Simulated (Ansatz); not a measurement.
AlRu (CsCl type), scan of one atom of the cell

Relaxed AlRu (CsCl type):

```
AlRu
1.0
    6.00740     0.00000     0.00000
    0.00000     3.00370     0.00000
    0.00000     0.00000     3.00370
Al Ru
2 2
Direct
  0.00000   0.00000   0.00000
  0.50000   0.00000   0.00000
  0.25000   0.50000   0.50000
  0.75000   0.50000   0.50000
```

In each cell atom 4 (Ru, nearest neighbour Al at 2.601 Å; its periodic images, 3.0 Å or more away, move with it) moves by s·(0.000, 0.000, 1.000) (along Cartesian z), the rest being held.

Method: PBE (plane waves to 420 eV, PAW, scalar-relativistic; Ansatz, a quantum-chemistry and plane-wave program). k mesh 6×12×12 (Γ-centred), Fermi-Dirac smearing 0.05 eV. Energies are smeared free energies. Compression counts positive. With partly filled bands, energies and forces of such displacements shift with the k mesh and the smearing. F∥ is the force on the atom along that direction. AlRu is run without spin polarisation. AlRu was relaxed with its symmetry unable to fall. ΔE is measured from the undisplaced structure.

```tsv
s (Å)	ΔE (eV/cell)	P (GPa)	F∥ (eV/Å)
-0.780	2.177	17.9	4.710
-0.624	1.471	12.7	4.260
-0.468	0.866	7.7	3.467
-0.312	0.398	3.6	2.494
-0.156	0.101	0.9	1.288
0.000	0.000	0.0	0.000
0.156	0.101	0.9	-1.288
0.312	0.398	3.6	-2.494
0.468	0.866	7.7	-3.467
0.624	1.471	12.7	-4.260
0.780	2.177	17.9	-4.710
```

Summary:

* **Energy at s = 0.780 Å**: 2177 meV/cell
* **Force along the line at s = -0.780 Å**: 4.71 eV/Å
* **Symmetry of the curve**: even: the same for both signs
* **Shape of the curve**: a single well with its minimum at or next to zero displacement
* **Force constant k = d²E/ds² at s = 0 (finite differences)**: 8.34 eV/Å²
* **Harmonic estimate at the end of the scan**: ½ks² = 2537 meV/cell against the computed 2177 meV/cell, so the well is softer than harmonic there

(For displaced atoms, the force is minus the slope of the energy, and its curvature is a force constant, which sets phonon frequencies.)
